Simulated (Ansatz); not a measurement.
NaLiSe₂, a known structure type with other elements, at an estimated volume

```xyz
4
Lattice="3.9282 0.0000 0.0000 -1.9641 3.4019 0.0000 -1.9641 1.1340 6.5685" Properties=species:S:1:pos:R:3 pbc="T T T"
Li    0.0000    2.2679    3.2842
Na    0.0000    0.0000    0.0000
Se   -1.9641    3.4019    4.7805
Se    1.9641    1.1340    1.7879
```

Level: PBE, no spin polarisation; 420 eV; 10×10×10 Γ-centred mesh; fermi-dirac occupations (width 0.1 eV); Ansatz 0.2.0, fixed geometry.

Problem. What does the stress say?

Solution. The pressure is 0.2 GPa (compression positive), so with the atoms held at these fractions the cell is close to zero pressure.

Problem. Where is the largest force?

Solution. The largest is on Se4 (and as large on other atoms): 0.45 eV/Å, components (0.00, 0.00, 0.45). It makes 57° with the line to a nearest neighbour, Li1 at 2.72 Å.

Problem. What is the formation energy?

Solution. -0.49 eV an atom against the elements' usual phases (free molecules for gases, crystals otherwise, with no correction for O₂ or N₂), so it is bound against them; other compounds may still compete. Relaxing would lower it.

Problem. Metal or insulator?

Solution. It is a metal, with about 5.3 states/eV a cell as the mean within 0.25 eV of the Fermi level, mostly Se p (98 %).

Problem. What do density and ELF say about some of the short contacts?

Solution. Li–Se at 2.72 Å: least valence density 0.08 e/Å³ and ELF 0.03 there. Na–Se at 2.89 Å: least valence density 0.09 e/Å³ and ELF 0.03 there. Both are smooth PAW fields, read partly inside the augmentation spheres.

Problem. How is the charge shared?

Solution. Bader charges in e: Na +0.81, Li +0.87, Se -0.84. In the mean Li gives up most and Se takes most.

Origin: a known structure type with other elements, at an estimated volume, so it need not be a known compound. Caveats: many states at the Fermi level without spin polarisation, so a magnetic state may lie lower.
